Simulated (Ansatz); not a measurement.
TiO$_{2}$:
```cif
data_O8Ti4
_chemical_formula_sum 'Ti4 O8'
_space_group_name_H-M_alt 'Pbcn'
_space_group_IT_number 60
_space_group_name_Hall '-P 2n 2ab'
_cell_length_a 4.54502
_cell_length_b 5.51364
_cell_length_c 4.89409
_cell_angle_alpha 90.000
_cell_angle_beta 90.000
_cell_angle_gamma 90.000
loop_
_atom_site_label
_atom_site_type_symbol
_atom_site_symmetry_multiplicity
_atom_site_Wyckoff_symbol
_atom_site_fract_x
_atom_site_fract_y
_atom_site_fract_z
_atom_site_occupancy
Ti1 Ti 4 c 0.00000 0.17571 0.75000 1
O1 O 8 d 0.22889 0.11822 0.41914 1
```

Relaxed with r²SCAN. r²SCAN (plane waves, PAW; program Ansatz) gives a gap of 3.05 eV.

Task: What gap does HSE06 give on the same cell (Ansatz, PAW)?

Result: 4.19 eV, 1.15 eV more. The hybrid was solved on a coarser mesh and at special points; its gap is the smallest among all of these.

Cost on shared cores: the r²SCAN run (SCF on a 6×5×6 mesh, then bands and DOS) roughly 5 core-minutes, the HSE06 run (SCF on 4×3×4, then a few points) roughly 4 core-minutes; the tasks are unlike.

This is a known high-pressure phase of the composition, computed here at zero pressure and temperature. Symmetry was held in the r²SCAN relaxation; whether a distortion lowers the energy is not shown. The run is not spin-polarised.

Potentials: the later of the program's two PAW sets.
